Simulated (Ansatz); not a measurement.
A plane-wave DFT run in Ansatz 0.2.0 (scalar-relativistic PAW potentials unless the input names others): input and command.

```yaml
crystal:
  lattice:
    - [4.4976971732, 0.0, 0.0]
    - [0.0, 4.4976971732, 0.0]
    - [0.0, 0.0, 27.2595630626]
  atoms:
    - { symbol: Mn, position: [0.1565955534, 0.5879946507, 0.2864239736] }
    - { symbol: Si, position: [0.346576854, 0.0845167758, 0.2769032866] }
    - { symbol: Si, position: [0.6640565998, 0.6664705449, 0.3054635046] }
    - { symbol: Mn, position: [0.8544709789, 0.1485663027, 0.3106710087] }
    - { symbol: Mn, position: [0.3588730781, 0.3742608293, 0.35528498] }
    - { symbol: Si, position: [0.1473657074, 0.8646140902, 0.3624154188] }
    - { symbol: Si, position: [0.8383750011, 0.346535193, 0.3911328217] }
    - { symbol: Mn, position: [0.6336449729, 0.8620003026, 0.395195893] }
    - { symbol: Mn, position: [0.134918677, 0.6345280226, 0.4393734255] }
    - { symbol: Si, position: [0.3479753712, 0.1561686218, 0.4432868165] }
    - { symbol: Si, position: [0.6530910713, 0.6563241579, 0.4747604293] }
    - { symbol: Mn, position: [0.8640562413, 0.1381148841, 0.4770987769] }
    - { symbol: Mn, position: [0.364056224, 0.3618851046, 0.5229012242] }
    - { symbol: Si, position: [0.1530910825, 0.8436758386, 0.5252395672] }
    - { symbol: Si, position: [0.8479753885, 0.3438313669, 0.5567131852] }
    - { symbol: Mn, position: [0.6349187101, 0.8654719562, 0.5606265684] }
    - { symbol: Mn, position: [0.1336449849, 0.6379997037, 0.6048041013] }
    - { symbol: Si, position: [0.3383749926, 0.1534647854, 0.6088671763] }
    - { symbol: Si, position: [0.6473657165, 0.6353859273, 0.6375845816] }
    - { symbol: Mn, position: [0.8588730376, 0.1257391654, 0.6447150201] }
    - { symbol: Mn, position: [0.3544709256, 0.3514337229, 0.6893289976] }
    - { symbol: Si, position: [0.1640565337, 0.8335294835, 0.694536502] }
    - { symbol: Si, position: [0.8465767927, 0.4154832116, 0.723096716] }
    - { symbol: Mn, position: [0.6565955051, 0.9120053583, 0.7135760249] }
basis:
  ecutwfc: 420
kpoints:
  mp_grid: { grid: [8, 8, 1] }
hamiltonian:
  xc: pbe
scf:
  occupations: { method: gaussian, width: 0.1 }
  initial_density: { chi_scale: 0.3 }
output:
  forces: true
  eigenvalues: true
efield:
  axis: 3
  dipole_correction: true
  ramp_width: 0.04
```

```bash
ansatz run input.yaml --threads 4 --pin off --max-ram 8192MiB --backend cpu --events-out ev --progress --plain --runs-dir out
```

Abridged log:
```
Basis set: ecut = 420 eV, 10819 PW (Γ), exchange–correlation on 64×64×384 points (8 copies of the dense FFT grid, shifted against one another)
Bands: 138, of which v1, the nominal top of the filled ones, is band 114 counted from 1 (113 counted from 0)
Symmetry: 1 space group operations
k-points: 34 of 64 (time reversal used)
SCF iter   1: F=—  HF=-54440.501071 eV  |F-HF|=—  |Δ(HF+E_count)|=         —  Δρ=1.15e-1  dr2=3.05e2  ethr=3.10e-3  p=0.000 e·Å  D=1.69e-6 V/Å  ΔV_dip= 0.00 eV  dr2_dipole=3.88e-8  V_vac-E_F(+/−)=10.78/10.78 eV  ⟨swp⟩=9.4  Hψ=25517  notcnv=0  defer=6
efield: sawtooth ramp at fractional position 0.9800 (placed from the atoms, in the widest stretch of the axis that holds none; the zero of the levels goes with the place), width 0.0400; the density the first Hamiltonian is built on has a dipole p = 0.000 e·Å; the dipole correction subtracts the counter field D = 1.69e-6 V/Å, which shifts the + side's vacuum level by  0.00 eV against the − side's; the planar-averaged density in the ramp window peaks in size at 2.1e-6 e/Å³
SCF iter   2: F=—  HF=-54433.050572 eV  |F-HF|=—  |Δ(HF+E_count)|=    7.45e0  Δρ=1.22e-1  dr2=2.03e2  ethr=3.10e-3  p=-0.001 e·Å  D=-4.65e-4 V/Å  ΔV_dip=0.01 eV  dr2_dipole=1.08e-3  V_vac-E_F(+/−)=1.15/1.14 eV  ⟨swp⟩=10.0  Hψ=17823  notcnv=0  defer=394
SCF iter   3: F=—  HF=-54420.178915 eV  |F-HF|=—  |Δ(HF+E_count)|=    1.29e1  Δρ=1.62e-2  dr2=2.33e0  ethr=3.10e-3  p=-0.001 e·Å  D=-2.75e-4 V/Å  ΔV_dip=0.01 eV  dr2_dipole=1.22e-5  V_vac-E_F(+/−)=5.58/5.57 eV  ⟨swp⟩=7.4  Hψ=13366  notcnv=0  defer=380
SCF iter   4: F=—  HF=-54419.964735 eV  |F-HF|=—  |Δ(HF+E_count)|=   2.14e-1  Δρ=7.83e-3  dr2=5.75e-1  ethr=1.02e-3  p= 0.000 e·Å  D=-6.02e-6 V/Å  ΔV_dip=0.00 eV  dr2_dipole=5.98e-8  V_vac-E_F(+/−)=5.26/5.26 eV  ⟨swp⟩=3.9  Hψ=8191  notcnv=0  defer=368
SCF iter   5: F=—  HF=-54419.948385 eV  |F-HF|=—  |Δ(HF+E_count)|=   1.63e-2  Δρ=4.67e-3  dr2=9.42e-2  ethr=2.52e-4  p= 0.000 e·Å  D=-1.17e-6 V/Å  ΔV_dip=0.00 eV  dr2_dipole=3.84e-7  V_vac-E_F(+/−)=4.65/4.65 eV  ⟨swp⟩=2.9  Hψ=6706  notcnv=0  defer=368
SCF iter   6: F=—  HF=-54419.943158 eV  |F-HF|=—  |Δ(HF+E_count)|=   5.23e-3  Δρ=1.02e-3  dr2=7.10e-3  ethr=4.13e-5  p=0.000 e·Å  D=1.44e-5 V/Å  ΔV_dip= 0.00 eV  dr2_dipole=2.84e-8  V_vac-E_F(+/−)=4.57/4.57 eV  ⟨swp⟩=2.9  Hψ=7947  notcnv=0  defer=361
SCF iter   7: F=—  HF=-54419.944328 eV  |F-HF|=—  |Δ(HF+E_count)|=   1.17e-3  Δρ=7.24e-4  dr2=4.69e-3  ethr=3.11e-6  p=0.000 e·Å  D=4.41e-6 V/Å  ΔV_dip= 0.00 eV  dr2_dipole=4.21e-8  V_vac-E_F(+/−)=4.57/4.57 eV  ⟨swp⟩=2.8  Hψ=8181  notcnv=0  defer=360
SCF iter   8: F=—  HF=-54419.944377 eV  |F-HF|=—  |Δ(HF+E_count)|=   4.91e-5  Δρ=4.74e-4  dr2=2.40e-3  ethr=2.06e-6  p=0.000 e·Å  D=3.23e-6 V/Å  ΔV_dip= 0.00 eV  dr2_dipole=2.06e-11  V_vac-E_F(+/−)=4.56/4.56 eV  ⟨swp⟩=1.2  Hψ=4349  notcnv=0  defer=360
SCF iter   9: F=—  HF=-54419.944377 eV  |F-HF|=—  |Δ(HF+E_count)|=   2.76e-7  Δρ=1.63e-4  dr2=2.24e-4  ethr=1.05e-6  p=0.000 e·Å  D=1.08e-6 V/Å  ΔV_dip= 0.00 eV  dr2_dipole=6.14e-11  V_vac-E_F(+/−)=4.55/4.55 eV  ⟨swp⟩=1.4  Hψ=4666  notcnv=0  defer=360
SCF iter  10: F=—  HF=-54419.944403 eV  |F-HF|=—  |Δ(HF+E_count)|=   2.59e-5  Δρ=4.70e-5  dr2=1.92e-5  ethr=9.82e-8  p=0.000 e·Å  D=6.17e-7 V/Å  ΔV_dip= 0.00 eV  dr2_dipole=3.03e-10  V_vac-E_F(+/−)=4.54/4.54 eV  ⟨swp⟩=2.1  Hψ=6523  notcnv=0  defer=360
SCF iter  11: F=—  HF=-54419.944793 eV  |F-HF|=—  |Δ(HF+E_count)|=   3.90e-4  Δρ=2.52e-5  dr2=7.07e-6  ethr=8.42e-9  p=0.000 e·Å  D=4.27e-7 V/Å  ΔV_dip= 0.00 eV  dr2_dipole=1.75e-10  V_vac-E_F(+/−)=4.54/4.54 eV  ⟨swp⟩=2.6  Hψ=6941  notcnv=0  defer=360
SCF iter  12: F=—  HF=-54419.944796 eV  |F-HF|=—  |Δ(HF+E_count)|=   2.82e-6  Δρ=8.13e-6  dr2=1.04e-6  ethr=3.10e-9  p=0.000 e·Å  D=1.35e-7 V/Å  ΔV_dip= 0.00 eV  dr2_dipole=6.48e-12  V_vac-E_F(+/−)=4.54/4.54 eV  ⟨swp⟩=1.3  Hψ=4709  notcnv=0  defer=360
SCF iter  13: F=-54419.944796 eV  HF=-54419.944796 eV  |F-HF|=1.83e-8  |Δ(HF+E_count)|=   3.36e-7  Δρ=3.21e-6  dr2=7.17e-8  ethr=4.39e-11  p=0.000 e·Å  D=4.54e-8 V/Å  ΔV_dip= 0.00 eV  dr2_dipole=1.77e-12  V_vac-E_F(+/−)=4.54/4.54 eV  ⟨swp⟩=21.4  Hψ=32297  notcnv=0
SCF 1 converged in 13 iterations: F = -54419.944796 eV  dr2 = 7.17e-8
SCF converged after 13 iterations
Free energy (F): -54419.944796 eV
Harris-Foulkes:  -54419.944796 eV  (|F-HF|=1.83e-8)
Internal energy: -54419.783648 eV  (E = F + TS)
E sigma→0 (E₀):  -54419.864222 eV
Entropy (-TS):   -0.161148 eV (-6.715 meV/atom)
Fermi energy:    5.814675 eV
Dipole field:    D = 0.000001 V/Å  (p = 0.000003 e·Å, saw-weighted, corrected)
Work function:   Φ+ = 4.5419 eV   Φ− = 4.5419 eV
Levels:          The Fermi level and band energies are counted from a zero that moves with the ramp; work functions are not
--- Forces (eV/Å), atoms counted from 1 ---
  atom   1  Mn     0.00804972    -0.00032557    -0.00935947
  atom   2  Si    -0.00092883    -0.00468249     0.00426712
  atom   3  Si    -0.00205869     0.00436246    -0.00194636
  atom   4  Mn    -0.00670980     0.00175901     0.00247406
  atom   5  Mn    -0.00199041    -0.00135037    -0.00153482
  atom   6  Si    -0.00013281    -0.00178623    -0.00396830
  atom   7  Si     0.00059937     0.00139768     0.00100437
  atom   8  Mn     0.00401230    -0.00537361     0.01040629
  atom   9  Mn     0.00083035     0.00194666     0.00020587
  atom  10  Si     0.00085081     0.00304642     0.00388906
  atom  11  Si    -0.00148260    -0.00028345    -0.00182072
  atom  12  Mn    -0.00098998    -0.00014641     0.00049259
  atom  13  Mn    -0.00098780     0.00014529    -0.00049518
  atom  14  Si    -0.00148294     0.00028361     0.00182139
  atom  15  Si     0.00084944    -0.00304713    -0.00388940
  atom  16  Mn     0.00082739    -0.00194391    -0.00020446
  atom  17  Mn     0.00401331     0.00537450    -0.01040538
  atom  18  Si     0.00059963    -0.00139744    -0.00100277
  atom  19  Si    -0.00013425     0.00178508     0.00396900
  atom  20  Mn    -0.00199051     0.00135025     0.00153234
  atom  21  Mn    -0.00670741    -0.00175902    -0.00247946
  atom  22  Si    -0.00205720    -0.00436319     0.00194718
  atom  23  Si    -0.00092839     0.00468402    -0.00426649
  atom  24  Mn     0.00804791     0.00032332     0.00935835
```

Apart from outputs, empty bands and the relaxation, which only the reference makes, the input differs from a reference run on usual settings in scf.initial_density.chi_scale: not typed → 0.3. The reference, at the same geometry, ended its own course with largest force 0.013 eV/Å, no gap on the mesh. This run converged in 13 SCF iterations with an energy at zero smearing within 0.01 meV/atom of the reference's, largest force 0.012 eV/Å, no gap on the mesh.

Time: 2.4 min on 4 threads of Arm Neoverse V1, with other jobs on the host, peak memory 2.8 GiB.